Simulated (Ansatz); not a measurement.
SnIr:
```cif
data_Ir2Sn2
_chemical_formula_sum 'Ir2 Sn2'
_space_group_name_H-M_alt 'P63/mmc'
_space_group_IT_number 194
_space_group_name_Hall '-P 6c 2c'
_cell_length_a 3.98054
_cell_length_b 3.98054
_cell_length_c 5.59482
_cell_angle_alpha 90.000
_cell_angle_beta 90.000
_cell_angle_gamma 120.000
loop_
_atom_site_label
_atom_site_type_symbol
_atom_site_symmetry_multiplicity
_atom_site_Wyckoff_symbol
_atom_site_fract_x
_atom_site_fract_y
_atom_site_fract_z
_atom_site_occupancy
Ir1 Ir 2 a 0.00000 0.00000 0.00000 1
Sn1 Sn 2 c 0.33333 0.66667 0.25000 1
```

Relaxed at zero pressure with plane-wave PAW PBEsol (Ansatz code).

Q: The volume is raised by 3 % and shape and atoms relax at that volume. What pressure results, and how do the axes share the change?

A: -4.7 GPa; a 1.2 %, b 1.2 %, c 0.6 %; the energy rises by 9 meV/atom.

Q: Give the new structure.

A: 
Space group P6₃/mmc (No. 194); a = b = 4.0280 Å, c = 5.6276 Å, α = β = 90.00°, γ = 120.00°

```csv
atom,site,symmetry,x,y,z
Ir,2a,-3m.,0.0000,0.0000,0.0000
Sn,2c,-6m2,0.3333,0.6667,0.2500
```

The phase is kept; no other phase was compared at this pressure.

Space group P6_3/mmc (NiAs type). The workflow started from an entry of the Crystallography Open Database (COD). Whether it is the stable phase at ambient conditions was not checked. Symmetry was held in the PBEsol relaxation; its stability against distortions is not shown here. No spin polarisation was allowed. Axis ratios of metals converge slowly with the k-mesh, so a and c are less sure than the volume. Scalar-relativistic: spin–orbit coupling is off unless named, which matters more the heavier the elements.

Potentials: the later of the program's two PAW sets.
